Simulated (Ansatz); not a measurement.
**HfO2: computed property card**

HfO$_{2}$:
```
CELL_PARAMETERS angstrom
      5.06356     0.00000     0.00000
      0.00000    10.01259     0.00000
      0.00000     0.00000     5.23008
ATOMIC_POSITIONS crystal
  Hf 0.75466 0.11550 0.46495
  Hf 0.24534 0.88450 0.53505
  Hf 0.74534 0.88450 0.96495
  Hf 0.25466 0.11550 0.03505
  Hf 0.25466 0.38450 0.53505
  Hf 0.74534 0.61550 0.46495
  Hf 0.24534 0.61550 0.03505
  Hf 0.75466 0.38450 0.96495
  O  0.99764 0.47711 0.26150
  O  0.00236 0.52289 0.73850
  O  0.50236 0.52289 0.76150
  O  0.49764 0.47711 0.23850
  O  0.49764 0.02289 0.73850
  O  0.50236 0.97711 0.26150
  O  0.00236 0.97711 0.23850
  O  0.99764 0.02289 0.76150
  O  0.62749 0.28984 0.62580
  O  0.37251 0.71016 0.37420
  O  0.87251 0.71016 0.12580
  O  0.12749 0.28984 0.87420
  O  0.12749 0.21016 0.37420
  O  0.87251 0.78984 0.62580
  O  0.37251 0.78984 0.87420
  O  0.62749 0.21016 0.12580
```

Space group Pbca (No. 61); conventional cell a = 5.0636 Å, b = 10.0126 Å, c = 5.2301 Å, α = β = γ = 90.00°.

Method: the program Ansatz at the r²SCAN level (PAW). The cell and atoms are relaxed at this level. Other levels are named where they apply.

### Cell and energy

```json
{
 "volume_per_atom": "11.05 Å³",
 "density": "10.55 g/cm³",
 "Formation energy from the elements (no fitted shifts)": "-3.75 eV/atom"
}
```

### Electronic structure

```json
{
  "band_gap": "4.83 eV (indirect)",
  "valence_band_maximum": "at Γ",
  "conduction_band_minimum": "off the standard path, at k = (0.359, 0.000, 0.198) in fractions of the reciprocal vectors",
  "smallest_direct_gap_on_the_standard_path": "5.00 eV",
  "electron_effective_mass": "0.97, 0.97, 2.4 mₑ (principal values)",
  "Electron effective mass with spin–orbit coupling": "0.98, 0.98, 2.4 mₑ (principal values)",
  "hole_effective_mass": "1.5, 1.9, 6.1 mₑ (principal values)",
  "Hole effective mass with spin–orbit coupling": "1.5, 1.9, 6.0 mₑ (principal values)",
  "HSE06 gap on the r²SCAN cell": "5.97 eV",
  "Gap with spin–orbit coupling": "4.82 eV"
}
```

### Mechanics

```json
{
  "Bulk modulus (Birch–Murnaghan fit)": "2340 kbar",
  "Pressure derivative B′": "3.3",
  "Elastic constants (relaxed ions, GPa)": "C11 = 409, C22 = 394, C33 = 467, C12 = 137, C13 = 141, C23 = 173, C44 = 138, C55 = 107, C66 = 106",
  "mechanical_stability": "stable (all eigenvalues of C positive)",
  "hill_bulk_and_shear_moduli": "240 and 124 GPa",
  "Young's modulus": "317 GPa",
  "Poisson's ratio": "0.28",
  "debye_temperature_from_the_elastic_constants": "510 K"
}
```

### Charges

```json
{
 "bader_charges": "Hf +2.74, O -1.37 to -1.36 e"
}
```

The first step of the workflow began from a Materials Project structure, measured or hypothetical; the Crystallography Open Database files this formula in space group No. 61, but the cells were not matched. It is not the phase usual at ambient conditions (space group No. 14, 29). Symmetry was held in the r²SCAN relaxation; its stability against distortions is not shown here. No spin polarisation was allowed. The references are the lowest solids computed at this level, not always the standard phases (solids in place of the gases). Scalar-relativistic: spin–orbit coupling is off unless named, which matters more the heavier the elements.

Potentials: the earlier of the program's two PAW sets.
